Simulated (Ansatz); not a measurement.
Relaxed-ion elastic tensor of TaAs (CsCl type, Pm-3m) in GPa (Voigt order), the program Ansatz at the r²SCAN level (PAW); density 12.97 g/cm³, 16.37 Å³ per atom.

```json
[
 {"": "1", "1": "388", "2": "91.5", "3": "91.5", "4": "0.0", "5": "0.0", "6": "0.0"},
 {"": "2", "1": "91.5", "2": "388", "3": "91.5", "4": "0.0", "5": "0.0", "6": "0.0"},
 {"": "3", "1": "91.5", "2": "91.5", "3": "388", "4": "0.0", "5": "0.0", "6": "0.0"},
 {"": "4", "1": "0.0", "2": "0.0", "3": "0.0", "4": "127", "5": "0.0", "6": "0.0"},
 {"": "5", "1": "0.0", "2": "0.0", "3": "0.0", "4": "0.0", "5": "127", "6": "0.0"},
 {"": "6", "1": "0.0", "2": "0.0", "3": "0.0", "4": "0.0", "5": "0.0", "6": "127"}
]
```

Is the crystal mechanically stable?

Yes: the smallest eigenvalue of C is 127 GPa.

Work out the Voigt, Reuss and Hill averages.

K_V = 190, K_R = 190, K_H = 190; G_V = 136, G_R = 135, G_H = 135 GPa.

Give Young's modulus, Poisson's ratio, Pugh's ratio and the universal anisotropy index.

E = 9KG/(3K + G) = 328 GPa; ν = 0.21; K/G = 1.41 (brittle by the Pugh limit of 1.75); A_U = 5G_V/G_R + K_V/K_R − 6 = 0.03.

Estimate the sound speeds and the Debye temperature.

v_l = √((K + 4G/3)/ρ) = 5350 m/s, v_t = √(G/ρ) = 3230 m/s, mean 3570 m/s; Θ = (h/k)(3n/4πV)^(1/3) v_m = 419 K.

Give the Zener ratio and Young's modulus along [100], [110] and [111].

A = 2C44/(C11 − C12) = 0.86; 1/E = S11 − 2(S11 − S12 − S44/2)Γ with Γ = 0, 1/4, 1/3 gives 353, 322, 312 GPa.

The cell is a constructed one: a structure type filled with these elements; neither database checked (COD, Materials Project) lists it. It is not the phase usual at ambient conditions (space group No. 109). Symmetry was held in the r²SCAN relaxation; its stability against distortions is not shown here. No spin polarisation was allowed. As this level gives no gap, shear constants depend on the k-mesh and smearing (Fermi–Dirac, 0.1 eV here). Scalar-relativistic: spin–orbit coupling is off unless named, which matters more the heavier the elements.

Potentials: the later of the program's two PAW sets.
